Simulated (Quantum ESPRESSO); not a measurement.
# Computed records: AlSi2PC4 (made-up cell), Zn4S3O (made-up cell)

Computed with Quantum ESPRESSO 7.5. Calculation on a made-up crystal cell, not a measurement: periodic Kohn-Sham density functional theory in plane waves with PseudoDojo standard norm-conserving scalar-relativistic pseudopotentials, each functional with its own files (v0.5 for PBE, v0.4.1 for LDA and PBEsol), no spin polarisation, no spin-orbit coupling, atoms not relaxed, stress positive in tension, energies less a fixed whole-eV offset for each atom's element; levels are Kohn-Sham levels at fractions of this cell's reciprocal vectors, counted from the reference band (half the neutral cell's valence electrons, rounded up) at Gamma; error bars cover cutoff and k-mesh only, not smearing or the files; added strain carries the atoms with the cell, and shear is the tensor component; each bar is the largest change over components, and at least 0.002 eV, 0.002 eV per angstrom or 0.02 GPa; energies are for the whole cell, and the offsets were chosen from early runs and are not element reference energies.

Settings shared by all entries: lattice type zincblende/diamond; functional pbe; fermi dirac smearing 0.025 eV; scf tolerance 1e-07 eV; electrons removed 0; k mesh 4 x 4 x 4, shifted by half a step.

(1) 
```xyz
8
Lattice="4.4102 -0.0179 -0.0350 -0.0179 4.3087 -0.0661 -0.0350 -0.0661 4.3959" Properties=species:S:1:pos:R:3 formula=AlSi2PC4 cutoff=1116 free_energy_less_offsets=-0.7238 smearing_term_minus_ts=0 scf_iterations=12 pressure=9.619 stress_xx=-6.359 stress_yy=-12.38 stress_zz=-10.12 stress_yz=-6.313 stress_xz=-4.374 stress_xy=1.017 error_bar_energy=0.006675 error_bar_stress=0.06772 error_bar_force=0.003603 error_bars_from=tighter_rerun_of_a_related_cell
Al    -0.0790    -0.0544    -0.0309
Si     0.0009     2.0961     2.2634
P      2.1461    -0.0549     2.1690
Si     2.3118     2.1471    -0.0885
C      1.0868     0.9170     1.0855
C      0.9627     3.2717     3.2148
C      3.3098     0.9334     3.3515
C      3.3543     3.1578     1.0441
```

Units: cutoff, free_energy_less_offsets, smearing_term_minus_ts, error_bar_energy in eV; pressure, stress_xx, stress_yy, stress_zz, stress_yz, stress_xz, stress_xy, error_bar_stress in GPa; error_bar_force in eV/Å.

Atoms:
```tsv
atoms element	atom site	atom energy offset (eV)
Al	1	-64
Si	2	-115
P	3	-189
Si	4	-115
C	5	-163
C	6	-163
C	7	-163
C	8	-163
```

Forces:
```tsv
site	x (eV/Å)	y (eV/Å)	z (eV/Å)
1	1.482	-0.1862	2.997
2	-0.3515	-1.5	-2.21
3	0.3648	-0.3983	0.0006565
4	-3.111	-0.3378	1.352
5	2.056	2.905	1.616
6	5.409	-2.496	-1.527
7	-3.228	2.79	-4.754
8	-2.621	-0.7756	2.526
```

(2) 
```xyz
8
Lattice="5.4566 -0.0096 0.0027 -0.0096 5.5200 0.0578 0.0027 0.0578 5.5504" Properties=species:S:1:pos:R:3 formula=Zn4S3O cutoff=1143 free_energy_less_offsets=0.9368 smearing_term_minus_ts=0 scf_iterations=11 pressure=-6.053 stress_xx=5.802 stress_yy=5.903 stress_zz=6.453 stress_yz=1.285 stress_xz=1.183 stress_xy=0.1935 reference_band=52 error_bar_energy=0.002 error_bar_stress=0.02 error_bar_force=0.002 error_bar_next_band_up=0.002 error_bars_from=tighter_rerun_of_a_related_cell
Zn    -0.0024    -0.0161    -0.0666
Zn    -0.1146     2.8093     2.8058
Zn     2.7031     0.1339     2.7920
Zn     2.5625     2.8248     0.0910
O      1.4027     1.1561     1.4237
S      1.4452     4.1935     4.1290
S      4.1743     1.3956     4.1106
S      4.1249     4.2326     1.5177
```

Units: cutoff, free_energy_less_offsets, smearing_term_minus_ts, error_bar_energy, error_bar_next_band_up in eV; pressure, stress_xx, stress_yy, stress_zz, stress_yz, stress_xz, stress_xy, error_bar_stress in GPa; error_bar_force in eV/Å.

Atoms:
```tsv
atoms element	atom site	atom energy offset (eV)
Zn	1	-5687
Zn	2	-5687
Zn	3	-5687
Zn	4	-5687
O	5	-452
S	6	-302
S	7	-302
S	8	-302
```

Forces:
```tsv
site	x (eV/Å)	y (eV/Å)	z (eV/Å)
1	0.8958	0.2894	0.82
2	1.009	-0.164	-0.3392
3	-0.5823	0.6468	-1.205
4	0.2424	-0.9918	0.8115
5	0.2727	0.6883	-0.3345
6	-0.7909	-0.2853	0.3336
7	-0.6405	0.1619	0.7603
8	-0.4059	-0.3453	-0.8465
```

Levels:
```tsv
level k point	next band up (eV)
Gamma	1.022
(1/2,1/2,1/2)	1.883
(0.15,0,0)	1.567
(0,0.15,0)	1.544
(0,0,0.15)	1.537
```
